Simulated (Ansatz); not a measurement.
## BaTiO3 with vanadium replacing Ba, one structure, two calculations

Cell: a supercell of BaTiO3 (cubic perovskite type, Pm-3m) built from a refined structure from the COD, with the ions relaxed around the defect (PBE).

Space group Fmm2 (No. 42); a = 8.0120, b = 11.3307, c = 11.3307 Å.

```csv
site,Wyckoff,site symmetry,x,y,z
V,4a,mm2,0.5000,0.0000,0.9093
Ba2,4a,mm2,0.0000,0.0000,0.0010
Ba3,8c,m..,0.5000,0.7513,0.2457
Ti5,8d,.m.,0.2645,0.0000,0.2348
Ti7,8b,..2,0.2500,0.2500,0.9955
O9,16e,1,0.2527,0.8744,0.1357
O11,16e,1,0.2909,0.1184,0.8907
O17,4a,mm2,0.5000,0.0000,0.2670
O18,4a,mm2,0.0000,0.0000,0.2497
O19,8c,m..,0.5000,0.2673,0.0024
```

One atom of each set is listed; the run and its k-mesh use a cell of 20 atoms with edges of 6.94, 6.94, 6.94 Å.

First run. All values are calculated (Ansatz; DFT, PBE, plane waves and PAW, scalar-relativistic, collinear spin, 420 eV cutoff, Γ-centred 3×3×3 k-points, Fermi–Dirac smearing 0.01 eV, cell charge +1), not measured. Start moments as typed (μB): 2 on each V, none on the rest.

```csv
site,V_zz (10²¹ V/m²),η,m (μB)
V,-10.14,0.21,1.33
Ba2,-9.06,0.25,0.00
Ba3,-6.60,0.50,0.00
Ti5,2.79,0.86,0.01
Ti7,2.73,0.76,0.03
O9,1.93,0.67,0.00
O11,-3.08,0.85,0.00
O17,2.20,0.53,0.00
O18,1.36,0.86,-0.02
O19,-3.28,0.69,0.00
```

Second run. The same atoms and settings, except that a Hubbard term is added (U = 3.1 eV on V d).

Problem. What does the second run give?

Solution. 

```csv
site,V_zz,η,change of V_zz,m (μB)
V,-10.44,0.17,-0.30,1.42
Ba2,-8.97,0.30,+0.09,0.00
Ba3,-6.38,0.50,+0.22,0.00
Ti5,2.85,0.85,+0.06,0.00
Ti7,2.74,0.78,+0.01,0.01
O9,1.99,0.62,+0.06,0.00
O11,-3.13,0.75,-0.05,-0.01
O17,2.23,0.50,+0.03,0.00
O18,-2.10,0.42,–,-0.03
O19,-3.37,0.69,-0.09,0.00
```

The largest change of V_zz along a kept axis is on V, from -10.14 to -10.44. The whole tensor moves most on O18, by 0.83 along its most changed direction. In per cent, |V_zz| changes by +3 on V, -3 to -1 on Ba, 0 to +2 on Ti, +1 to +3 on O (all sites that start above 0.5, bar those whose gradient vanishes or changes sign or whose main axis turns by over 40°). On O18 the largest principal value lies along another axis in the second run, so the two V_zz can't be compared directly.

The defect repeats with the cell of 20 atoms, so it feels its images: sites between two images don't show the values beside a lone defect, and zeros or small values of η there can come from the images' arrangement. O carries a gradient in the pure host already, so the values there aren't the defect's effect alone. This high-symmetry form of BaTiO3 is unstable when cold, to polar off-centring of Ti. The symmetry of the cell holds that distortion back, wholly or in part, and it would change the field gradients, the more the larger the distortion. A uniform background compensates the cell's charge.
For the first run: The centre was started off its lattice site, so that it could distort. Without spin–orbit coupling (the program notes it for Ba) the gradients can shift somewhat, as the gap is small.
For the second run: Without spin–orbit coupling (the program notes it for Ba) the gradients are little affected as a rule: paired runs on crystals with a gap mostly move them by under 2 % at such atoms.
